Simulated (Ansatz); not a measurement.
PbSe (rock salt)

```yaml
crystal:
  lattice:
    - [0.00000, 3.10883, 3.10883]
    - [3.10883, 0.00000, 3.10883]
    - [3.10883, 3.10883, 0.00000]
  atoms:
    - { symbol: Se, position: [0.00000, 0.00000, 0.00000] }
    - { symbol: Pb, position: [0.50000, 0.50000, 0.50000] }
```

This relaxed cell (volume V₀) is scaled evenly in all directions, its shape held. Symmetry pins the atoms to their sites.

Level of theory: PBE (plane waves to 420 eV, PAW, scalar-relativistic; Ansatz, an electronic-structure program). k mesh 9×9×9 (Γ-centred), Fermi-Dirac smearing 0.05 eV. Compression counts positive. PbSe was relaxed with its symmetry unable to fall. Spin-orbit coupling is left out, though Pb is heavy. The PAW data are Ansatz's earlier set.

At one point of the scan the stress tensor (GPa) is:

```
  -3.60     0.00     0.00
   0.00    -3.60     0.00
   0.00     0.00    -3.60
```

Which point is it?
A. V/V₀ = 1.033
B. V/V₀ = 1.100
C. V/V₀ = 1.017
D. V/V₀ = 1.083

B, V/V₀ = 1.100

(Under strain, the slope of the energy per volume gives the stress and its curvature an elastic modulus.)
